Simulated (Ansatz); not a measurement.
Relaxation of a relaxed Zr cell, doubled along one cell vector, shaken by Gaussian noise of σ = 0.08 Å a coordinate; 8 atoms in the cell, which starts as P1 (No. 1), aP8; a = 3.2424 Å, b = 5.6160 Å, c = 10.3648 Å, α = 90.00°, β = 90.00°, γ = 90.00°. Level of theory: r2SCAN (plane waves to 500 eV, PAW, scalar-relativistic; Ansatz, a first-principles code). Γ-centred k-mesh 12×6×3 on the run's cell (coarser than for final values), Fermi–Dirac smearing 0.05 eV. This is the first round of the run. 

The optimiser's lines from the output (shortened; P is positive under compression):

```
relax step   1: F+E_penalty+E_count = -33559.50663041 eV  Δ(F+E_penalty+E_count) = +0.000e0 eV  max|allowed force component| = 9.594e-1 eV/Å  Δτ_max = 0.0000 Å  P = +0.316 GPa  Ω = 188.737 Å³  (9 SCF iters, dr2 threshold 1.00e-7 eV, accepted)
relax step   2: F+E_penalty+E_count = -33559.74498836 eV  Δ(F+E_penalty+E_count) = -2.384e-1 eV  max|allowed force component| = 3.816e-1 eV/Å  Δτ_max = 0.1951 Å  P = +0.177 GPa  Ω = 188.223 Å³  (9 SCF iters, dr2 threshold 8.00e-7 eV, accepted)
relax step   3: F+E_penalty+E_count = -33559.79011793 eV  Δ(F+E_penalty+E_count) = -4.513e-2 eV  max|allowed force component| = 7.094e-2 eV/Å  Δτ_max = 0.0933 Å  P = -0.073 GPa  Ω = 188.734 Å³  (8 SCF iters, dr2 threshold 8.00e-7 eV, accepted)
relax step   4: F+E_penalty+E_count = -33559.79275621 eV  Δ(F+E_penalty+E_count) = -2.638e-3 eV  max|allowed force component| = 4.626e-3 eV/Å  Δτ_max = 0.0270 Å  P = +0.008 GPa  Ω = 188.576 Å³  (7 SCF iters, dr2 threshold 3.15e-7 eV, accepted)
relax step   5: F+E_penalty+E_count = -33559.79278072 eV  Δ(F+E_penalty+E_count) = -2.451e-5 eV  max|allowed force component| = 5.673e-4 eV/Å  Δτ_max = 0.0024 Å  P = +0.001 GPa  Ω = 188.592 Å³  (6 SCF iters, dr2 threshold 6.02e-9 eV, accepted)
relax step   6: F+E_penalty+E_count = -33559.79271837 eV  Δ(F+E_penalty+E_count) = +6.235e-5 eV  max|allowed force component| = 5.688e-4 eV/Å  Δτ_max = 0.0000 Å  P = +0.002 GPa  Ω = 188.592 Å³  stress off target by 6.40e-3 GPa  SCF on the basis re-selected at this cell (its energy is not comparable with the rows above)  (5 SCF iters)
```

From the first to the last row the energy changes by -0.04 eV/atom and the volume by -0.1 %. The last row is marked as not comparable with the walk above it, whose basis was carried along; it does compare with step 1, since both stand on a basis selected at the nominal cutoff for their own cell.

Later rounds, restarted from the end of this one on a renewed k-mesh, logged 4 more steps and released under 0.01 eV/atom more. The final structure after all rounds: P6₃/mmc (No. 194), hP4, AFLOW prototype A_hP4_194_ac (A3', as in La); a = 3.242 Å, b = 3.242 Å, c = 10.365 Å, α = 90.00°, β = 90.00°, γ = 120.00°. No spin polarisation in the result.

The relaxed structure here is a generated cell of Zr: the first start was made by placing the elements on the sites of a structure type, and the end was not matched to a known phase here, so it may be hypothetical. A known form of Zr has the same space group but another cell.
